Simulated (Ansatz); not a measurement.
H interstitial in EuZn2Ga2, calculated

Level of theory: PBEsol, collinear spin, scalar-relativistic; Ansatz, plane waves to 420 eV (PAW set soft_2), k-mesh 4×4×2 shifted by half a step.

The relaxed host crystal (no gap at this level of theory):

```yaml
crystal:
  lattice:
    - [-2.09315, 2.09315, 5.31986]
    - [2.09315, -2.09315, 5.31986]
    - [2.09315, 2.09315, -5.31986]
  atoms:
    - { symbol: Eu, position: [0.00000, 0.00000, 0.00000] }
    - { symbol: Ga, position: [0.75000, 0.25000, 0.50000] }
    - { symbol: Ga, position: [0.25000, 0.75000, 0.50000] }
    - { symbol: Zn, position: [0.61311, 0.61311, 0.00000] }
    - { symbol: Zn, position: [0.38689, 0.38689, 0.00000] }
```

Supercell of 20 atoms, rows of the matrix [[-1,1,0],[-1,-1,-2],[-1,-1,0]] times the cell vectors; H interstitial at (0.036, 0.536, 0.500) in fractions of the cell above. Atoms are relaxed at the host's cell, from a start shaken by 0.05 Å near the defect.

Nearest atoms to the added H: relaxed Ga 1.81 Å, Zn 1.90 Å, Eu 2.35 Å, Eu 2.35 Å, Zn 2.39 Å, Zn 2.97 Å.

```
charge  moment of the cell (μB)  moment on H (μB)  gap of the cell on the mesh (eV)
     0                    27.00              0.00                              0.00
```

Formation energy of the neutral defect: 0.04 eV, taking atoms from and to the elements' standard states (no corrections for gases), so it belongs to those chemical potentials alone.

Relaxed cell at charge 0:

```
EuZn2Ga2 H_i charge 0
1.0
     4.1863   -4.1863    0.0000
    -4.1863   -4.1863    0.0000
     0.0000    0.0000  -10.6397
Eu Ga Zn H
4 8 8 1
Direct
  0.0002 0.9965 0.0051
  0.4996 0.9978 0.5030
  0.4984 0.4984 0.0051
  0.0001 0.4983 0.4999
  0.7508 0.2489 0.2559
  0.2505 0.2504 0.7535
  0.2502 0.7483 0.2539
  0.7523 0.7487 0.7535
  0.2498 0.2481 0.2539
  0.7475 0.2457 0.7530
  0.7499 0.7479 0.2539
  0.2407 0.7388 0.7371
  0.0008 0.9970 0.3893
  0.5026 0.0007 0.8916
  0.4989 0.4989 0.3893
  0.9911 0.4893 0.8918
  0.9967 0.0064 0.6166
  0.5017 0.9999 0.1205
  0.5082 0.4948 0.6166
  0.9995 0.4976 0.1195
  0.2763 0.7745 0.9047
```

Caveats: 4f shell without a U, which puts 4f levels too near the Fermi level; open f or d shells may hold a state above the lowest; small supercell, so energies and levels can be off by tenths of an eV; one random start near the defect, so other minima are possible.
